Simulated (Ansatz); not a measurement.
Relaxed-ion elastic tensor of NaCl (CsCl type, space group No. 221) in GPa (Voigt order), r²SCAN (plane waves, PAW; program Ansatz); density 2.34 g/cm³, 20.72 Å³ per atom.

```
87.1   0.6   0.6   0.0   0.0   0.0
 0.6  87.1   0.6   0.0   0.0   0.0
 0.6   0.6  87.1   0.0   0.0   0.0
 0.0   0.0   0.0  -1.7   0.0   0.0
 0.0   0.0   0.0   0.0  -1.7   0.0
 0.0   0.0   0.0   0.0   0.0  -1.7
```

Question: Is the crystal mechanically stable?

Answer: On the edge, within the error: the smallest eigenvalue of C is -1.7 GPa.

Space group Pm-3m (CsCl type). This is a known high-pressure phase of the composition, computed here at zero pressure and temperature. The cell was relaxed with r²SCAN under the symmetry of its start; of distortions, only those at the zone centre were tested.

Potentials: the earlier of the program's two PAW sets.
